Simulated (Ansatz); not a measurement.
## V₂O₅ — O-17 NMR of the central transition

Cell: a computed structure from the Materials Project (it need not be an observed phase), taken as it stands.

Space group Pmmn:1 (No. 59); a = 3.5517, b = 11.6044, c = 4.2634 Å.

```csv
site,Wyckoff,site symmetry,x,y,z
V,4e,m..,0.0000,0.1483,0.8886
O5,2a,mm2,0.0000,0.0000,0.9936
O6,4e,m..,0.0000,0.1467,0.5140
O7,4e,m..,0.5000,0.1819,0.9942
```

One atom of each set is listed.

The numbers come from a DFT calculation in Ansatz (PBE, plane waves and PAW (field gradients read without the response of the frozen cores, which leaves them typically 4 to 6 % off), scalar-relativistic, 420 eV cutoff, Γ-centred 6×2×5 k-points, Fermi–Dirac smearing 0.02 eV).

O-17 has I = 5/2 and Q = -25.58 mb (Pyykkö 2018); at 7.05 T its Larmor frequency is ν₀ = 40.7 MHz. Only the quadrupole interaction is simulated: positions count from each site's isotropic chemical shift, and J coupling is left out, as are shift anisotropy and dipolar coupling, which fast spinning averages.

(1) What does the O-17 spectrum (fast magic-angle spinning) show for each site?

## Answers

(1) 

```json
{"site": "O5", "first shell": "2 V at 1.78 Å, angle 151°", "C_Q (MHz)": "3.86", "η": "0.03", "P_Q (MHz)": "3.86", "δ_QIS (ppm)": "-54.0", "breadth (kHz)": "4.75"}
{"site": "O6", "first shell": "1 V at 1.60 Å", "C_Q (MHz)": "0.590", "η": "0.74", "P_Q (MHz)": "0.642", "δ_QIS (ppm)": "-1.49", "breadth (kHz)": "0.139"}
{"site": "O7", "first shell": "3 V at 1.87–2.03 Å", "C_Q (MHz)": "3.31", "η": "0.72", "P_Q (MHz)": "3.58", "δ_QIS (ppm)": "-46.5", "breadth (kHz)": "4.34"}
```

δ_QIS = −(ν_Q²/30ν₀²)[I(I+1) − 3/4](1 + η²/3) × 10⁶ ppm with ν_Q = 3|C_Q|/[2I(2I−1)]; it falls as 1/B₀² in ppm, and the breadth as 1/B₀ in kHz.

At O5 V_zz points along the bisector of its two bonds (within 1°).

The largest force is 0.5 eV/Å, so the atoms aren't at the calculated equilibrium and relaxing them would move these values.
